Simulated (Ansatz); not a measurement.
## TeW: magnetovolume behaviour

These are results of Ansatz 0.2.0, DFT PBE, scalar-relativistic, plane waves, PAW, not measurements.

```
W Te
1.0
     4.49918    0.00000    0.00000
    -2.24959    3.89641    0.00000
     0.00000    0.00000    5.28829
W Te
2 2
Direct
  0.00000 0.00000 0.00000
  0.00000 0.00000 0.50000
  0.33333 0.66667 0.25000
  0.66667 0.33333 0.75000
```

```
plane-wave cutoff                               : 420 eV
Γ-centred k-mesh                                : 12×12×8
occupation rule                                 : Gaussian smearing, 0.1 eV
list of starting moments (μB, in atom order)    : 2.5 2.5 0 0
check for lower electronic states after the SCF : off
```

The cell is scaled evenly at fixed fractional positions, V₀ being the volume of the cell shown; start: large parallel starting moments. The states are those that the runs reached from these starts; a lower one can exist. Energies are extrapolated to zero smearing.

Site moments are spin moments in atom-centred spheres that scale with the neighbour distance.

| V/V₀ | E above lowest (meV/atom) | P (GPa) | cell moment (μB) | site moments (μB) |
| --- | --- | --- | --- | --- |
| 1.000 | 0.0 | -7.0 | 0.00 | none over 0.05 |
| 1.057 | 78.5 | -11.8 | 0.48 | W +0.16 (×2) |
| 1.132 | 230.3 | -15.8 | 1.06 | W +0.38 (×2) |
| 1.226 | 465.8 | -18.4 | 1.49 | W +0.57 (×2) |

Cost: 4 runs of about 11 core-minutes in all, on Intel Xeon Processor @ 2.50GHz (Skylake/Cascade Lake) (shared hosts).